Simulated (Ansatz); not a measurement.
TiAl (CuAu type, space group P4/mmm)

```xyz
2
Lattice="2.8129 0.0000 0.0000 0.0000 2.8129 0.0000 0.0000 0.0000 4.0584" Properties=species:S:1:pos:R:3 pbc="T T T"
Al     1.4065     1.4065     2.0292
Ti     0.0000     0.0000     0.0000
```

The slice is a (001) plane (indices of the conventional cell) through the point (0.500, 0.500, 0.500) (fractional), spanned by u = [100] and v = [010] in vectors of this cell: u (2.81 Å) and v (2.81 Å, at 90° to u). It covers one period; positions are fractions (u, v).

Computed with r2SCAN (plane waves to 500 eV, PAW, scalar-relativistic; Ansatz, an electronic-structure program). k mesh 16×16×12. Inside the PAW spheres the values are not all-electron values, and peaks at nuclei hang on which shells count as valence. TiAl is run without spin polarisation. TiAl was relaxed with its symmetry unable to fall.

What is the valence density on the shortest Al–Al line in this plane (2.81 Å), at its midpoint?

0.23 e/Å³.

What is the ELF at the midpoint of the shortest Al–Al line in this plane (2.81 Å)?

0.70.

Predict the map of the valence electron density on the slice.


```
|   :+#@@@@@@@@@#+:  |
|  .-*%@@@@@@@@@%*-. |
|::-+#%@@@@@@@@@%#+-:|
|=+*#%%@@%%%%%@@%%#*+|
|##%%%@%%%%%%%%%@%%%#|
|@@@@@%%%#####%%%@@@@|
|@@@@@%%###*###%%@@@@|
|@@@@%%##*****##%%@@@|
|@@@@%%##*****##%%@@@|
|@@@@%%#*******#%%@@@|
|@@@@%%##*****##%%@@@|
|@@@@%%##*****##%%@@@|
|@@@@@%%###*###%%@@@@|
|@@@@@%%%#####%%%@@@@|
|##%%%@%%%%%%%%%@%%%#|
|=+*#%%@@%%%%%@@%%#*+|
|::-+#%@@@@@@@@@%#+-:|
|  .-*%@@@@@@@@@%*-. |
|   :+#@@@@@@@@@#+:  |
|   :=#@@@@@@@@@#=:  |
```
Scale: ten equal steps from -1.24 (start of ' ') to -0.63 (end of '@'), in the order ' .:-=+*#%@'. Values: log₁₀ of the valence density in e/Å³. The map has 20 points along u (one character each, u = 0 at the left) and 20 along v (v = 0 in the bottom row). The scale is logarithmic, as a density can span decades between atoms and voids.
